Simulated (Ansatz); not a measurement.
# SrPt5: how the free axis answers a strain

SrPt5, P6/mmm, a = 5.402 Å, c = 4.349 Å. The structure is a COD entry; whether it is the stable form wasn't checked. Ansatz: PBEsol, PAW, 420 eV, Γ-centred 12×12×8 mesh on 6 atoms, Gaussian smearing 0.10 eV; no spin polarisation. Series: uniaxial strain along c, with a, b and atoms relaxed; x is the strain in per cent. y is the change of a in per cent of 5.402 Å.

```
x (%) y (%)
 -2.0      ?
 -1.0   0.36
  0.0   0.00
  1.0  -0.34
  2.0  -0.64
```

Question: Fit y = c1 x + c2 x² to the other rows, say what c1 measures, and predict the missing y.

Answer: Least squares on the rows shown. y = −0.3482 x + 0.01364 x². So −c1 = 0.348 is Poisson's ratio for this pair of axes. At x = -2.0 the fit asked for gives 0.75 %. The run gave 0.77 %, so the fit is 0.02 % too low, a small miss on the scale of the series. The form still works here, 33 % of the fitted range beyond its end.

Spin–orbit coupling is left out, which can shift energies with elements as heavy as these.

Cost: 5 runs of about 22 core-minutes in all, on Arm Neoverse V2 (shared hosts).